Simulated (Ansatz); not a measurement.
CdSe (zinc blende, space group No. 216), a = 6.0075 Å, b = 6.0075 Å, c = 6.0075 Å, α = 90.00°, β = 90.00°, γ = 90.00°; the cell used has 2 atoms.

Relaxed with LDA.

Q: Decompose the optical modes at the zone centre into irreducible representations, and say which are infrared and Raman allowed.

A: Point group -43m: Γ_opt = T2. Infrared: T2. Raman: T2.

Q: Assign frequencies (DFPT, DFT-LDA in the program Ansatz with PAW potentials; without the LO–TO term).

A: T2 175 cm⁻¹.

Space group F-43m (zinc blende). Symmetry was held in the LDA relaxation; phonons on a q-mesh show no instability.

Potentials: the later of the program's two PAW sets.
